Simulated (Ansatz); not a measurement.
Ta₂O₅ in space group Cmmm (No. 65; Ta on 4i, O on 4j, O on 4i, O on 2a), PBEsol in the plane-wave PAW code Ansatz. The conduction-band minimum lies at B, with 1 equivalent valley. Second derivatives d²E/dk² of the lowest band at one valley (eV·Å²), along Cartesian directions:

```json
[
 {"direction": "[100]", "d²E/dk²": "23.65"},
 {"direction": "[010]", "d²E/dk²": "33.41"},
 {"direction": "[001]", "d²E/dk²": "0.7191"},
 {"direction": "[110]", "d²E/dk²": "28.52"},
 {"direction": "[101]", "d²E/dk²": "12.19"},
 {"direction": "[011]", "d²E/dk²": "17.07"}
]
```

Question: Find the principal effective masses, the density-of-states mass and the conductivity mass.

Answer: Off-diagonal terms follow from H_xy = H[110] − (H_xx + H_yy)/2, and m*/mₑ = 7.620 eV·Å² over each eigenvalue: 0.23, 0.32, 11. One valley's DOS mass (m₁m₂m₃)^(1/3) = 0.92, conductivity mass 3/(Σ 1/mᵢ) = 0.40 mₑ.

Question: What effective density of states Nc follows at 300 K for parabolic valleys?

Answer: Nc = 2.509e19 × 1 × (0.92)^(3/2) ≈ 2.2e19 cm⁻³.

The first step of the workflow began from a Materials Project structure, measured or hypothetical; the Crystallography Open Database copy checked does not list it. COD files the formula under space group No. 49, so this cell is another polymorph or a model. Whether it is the stable phase at ambient conditions was not checked. The PBEsol relaxation kept the symmetry of its start; phonons on a q-mesh show weakly imaginary modes. No spin polarisation was allowed. Point labels and valley counts follow the cell and symmetry of the run, lower than the named group. Scalar-relativistic: spin–orbit coupling is off unless named, which matters more the heavier the elements.

Potentials: the earlier of the program's two PAW sets.

Edges and masses are those of Kohn–Sham bands, whose gap is no quasiparticle gap.
